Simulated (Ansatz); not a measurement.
CsPbCl₃ (cubic perovskite)

```yaml
crystal:
  lattice:
    - [5.61876, 0.00000, 0.00000]
    - [0.00000, 5.61876, 0.00000]
    - [0.00000, 0.00000, 5.61876]
  atoms:
    - { symbol: Cs, position: [0.00000, 0.00000, 0.00000] }
    - { symbol: Pb, position: [0.50000, 0.50000, 0.50000] }
    - { symbol: Cl, position: [0.00000, 0.50000, 0.50000] }
    - { symbol: Cl, position: [0.50000, 0.50000, 0.00000] }
    - { symbol: Cl, position: [0.50000, 0.00000, 0.50000] }
```

The slice is a {110} plane (indices of the conventional cell) through the point (0.000, 0.500, 0.500) (fractional), spanned by u = [100] and v = [011] in vectors of this cell: u (5.62 Å) and v (7.95 Å, at 90° to u). It covers one period; positions are fractions (u, v).

These are PBEsol (plane waves to 420 eV, PAW, scalar-relativistic; Ansatz, a quantum-chemistry and plane-wave program) values and carry that method's errors. k mesh 6×6×6. These are valence fields of a PAW run, semicore shells included where kept as valence: close to a nucleus they are smooth pseudo fields. CsPbCl3 was relaxed with its symmetry unable to fall. Spin-orbit coupling is left out, though Pb is heavy. The PAW data are Ansatz's earlier set. This is a high-temperature form of CsPbCl3.

### Question
Sketch the electron localisation function (ELF) on this plane as a map.

### Answer
```
|xx%@%=:-+-xxxx-+-:=%@%x|
|x@@@%-.-++-..-++-.-%@@@|
|@@@@*:.:=++==++=:.:*@@@|
|@@@#+. .-==++==-. .+#@@|
|%%#+-   .:----:.   -+#%|
|++=:.    ......    .:=+|
|.                      |
|                       |
|                       |
|*+=:.              .:=+|
|@@%#=.            .=#%@|
|@@@@%=.          .=%@@@|
|@@@@@#-          -#@@@@|
|x%@@@%+.        .+%@@@%|
|xx%@@@#:        :#@@@%x|
|xxx@@@#-        -#@@@xx|
|xx%@@@#:        :#@@@%x|
|x%@@@%+.        .+%@@@%|
|@@@@@#-          -#@@@@|
|@@@@%=.          .=%@@@|
|@@%#=.            .=#%@|
|*+=:.              .:=+|
|                       |
|                       |
|.                      |
|++=:.    ......    .:=+|
|%%#+-   .:----:.   -+#%|
|@@@#+. .-==++==-. .+#@@|
|@@@@*:.:=++==++=:.:*@@@|
|x@@@%-.-++-..-++-.-%@@@|
|xx%@%=:-+-xxxx-+-:=%@%x|
|xxx@%=:-+-xxxx-+-:=%@xx|
```
Scale: ten equal steps from 0.00 (start of ' ') to 0.89 (end of '@'), in the order ' .:-=+*#%@'. Values: electron localisation function (ELF). The map has 23 points along u (one character each, u = 0 at the left) and 32 along v (v = 0 in the bottom row). Points within 0.5 Å of a nucleus are blanked (x), as the pseudised field means little there.
